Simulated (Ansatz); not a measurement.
TiFe:
```cif
data_FeTi
_chemical_formula_sum 'Ti1 Fe1'
_space_group_name_H-M_alt 'Pm-3m'
_space_group_IT_number 221
_space_group_name_Hall '-P 4 2 3'
_cell_length_a 2.91638
_cell_length_b 2.91638
_cell_length_c 2.91638
_cell_angle_alpha 90.000
_cell_angle_beta 90.000
_cell_angle_gamma 90.000
loop_
_atom_site_label
_atom_site_type_symbol
_atom_site_symmetry_multiplicity
_atom_site_Wyckoff_symbol
_atom_site_fract_x
_atom_site_fract_y
_atom_site_fract_z
_atom_site_occupancy
Ti1 Ti 1 a 0.00000 0.00000 0.00000 1
Fe1 Fe 1 b 0.50000 0.50000 0.50000 1
```

Relaxed with PBEsol.

Which orbitals make up the states near the Fermi level in PBEsol (plane waves, PAW; program Ansatz)?

Within 0.5 eV of the Fermi level: Fe 3d 57 %, Ti 3d 32 %, outside the projected shells 6 %. Projections are on Löwdin-orthogonalised atomic valence shells; empty p or d shells of many metals are not among them.

Tabulate the density of states.

States/eV per cell of 2 atoms, in 0.25 eV bins, energy from the Fermi level.

```csv
E (eV),total,Fe 3d,Ti 3d,Ti 4s
-7.75,0.00,0.00,0.00,0.00
-7.50,0.03,0.00,0.00,0.02
-7.25,0.08,0.00,0.00,0.04
-7.00,0.10,0.00,0.00,0.06
-6.75,0.13,0.00,0.00,0.07
-6.50,0.15,0.00,0.00,0.08
-6.25,0.18,0.00,0.00,0.09
-6.00,0.21,0.00,0.00,0.10
-5.75,0.24,0.01,0.01,0.12
-5.50,0.27,0.01,0.01,0.13
-5.25,0.31,0.01,0.02,0.14
-5.00,0.36,0.02,0.03,0.15
-4.75,0.44,0.04,0.05,0.16
-4.50,0.61,0.09,0.11,0.18
-4.25,1.33,0.33,0.42,0.19
-4.00,1.32,0.36,0.40,0.14
-3.75,1.45,0.60,0.49,0.11
-3.50,2.28,1.08,0.76,0.26
-3.25,3.49,1.80,1.13,0.33
-3.00,2.47,1.41,0.76,0.17
-2.75,1.87,1.22,0.50,0.08
-2.50,1.46,1.01,0.35,0.02
-2.25,5.41,3.77,1.46,0.01
-2.00,3.83,2.76,0.92,0.01
-1.75,3.81,2.72,0.85,0.04
-1.50,4.80,3.42,0.98,0.09
-1.25,5.54,3.90,1.11,0.21
-1.00,2.41,1.63,0.46,0.12
-0.75,2.18,1.70,0.25,0.07
-0.50,0.61,0.30,0.15,0.05
-0.25,0.45,0.18,0.15,0.03
0.00,0.47,0.19,0.19,0.02
0.25,1.23,0.80,0.36,0.01
0.50,3.03,1.77,1.06,0.03
0.75,3.75,1.65,1.79,0.09
1.00,3.99,1.36,2.38,0.04
1.25,3.92,1.17,2.45,0.03
1.50,3.67,0.95,2.40,0.02
1.75,3.01,0.53,2.20,0.03
2.00,1.88,0.27,1.52,0.02
2.25,1.37,0.21,1.07,0.02
2.50,1.25,0.20,0.96,0.03
2.75,1.96,0.28,1.58,0.03
3.00,3.89,0.60,3.17,0.04
3.25,3.34,0.56,2.66,0.04
3.50,1.14,0.12,0.90,0.04
3.75,0.46,0.06,0.28,0.03
4.00,0.38,0.05,0.19,0.04
4.25,0.43,0.04,0.21,0.05
4.50,0.88,0.04,0.43,0.21
4.75,0.96,0.04,0.42,0.24
```

The workflow started from a Materials Project entry (that database holds measured and hypothetical structures alike); the Crystallography Open Database files this formula in space group No. 221, but the cells were not matched. Its standing as an ambient phase is unchecked. The cell was relaxed with PBEsol under the symmetry of its start; of distortions, only those at the zone centre were tested. The run is not spin-polarised.

Potentials: the later of the program's two PAW sets.
